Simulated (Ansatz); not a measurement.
Values for one crystal, relaxed and computed with PBE+D3(BJ) (plane waves, PAW; program Ansatz); other levels are named.

- Volume per atom = 23.78 Å³
- Band gap = 0.65 eV (indirect)
- Pressure derivative B′ = 8.2
- Gap with spin–orbit coupling = 0.63 eV
- Valence-band maximum = on the Γ–Z line, 88 % of the way from Γ (k = 0.000, 0.000, 0.440 in fractions of the reciprocal vectors)
- Conduction-band minimum = on the Y–Γ line, 36 % of the way from Y (k = 0.000, 0.319, 0.000 in fractions of the reciprocal vectors) (2 equivalent valleys)
- Formation energy from the elements (no fitted shifts) = -0.52 eV/atom

### Question
Pick the material that matches.
A) MoS2, P6_3/mmc (Mo on 2b, S on 4f)
B) PbS, rock salt
C) ZnSnN2, R-3m (Sn on 3a, Zn on 3b, N on 6c)
D) SnS, Pnma (Sn on 4c, S on 4c)

### Answer
D, SnS, Pnma (Sn on 4c, S on 4c)

The cell was relaxed with PBE+D3(BJ) under the symmetry of its start. The references are the lowest solids computed at this level, not always the standard phases. Scalar-relativistic: spin–orbit coupling is off unless named, which matters more the heavier the elements.

Potentials: the earlier of the program's two PAW sets.
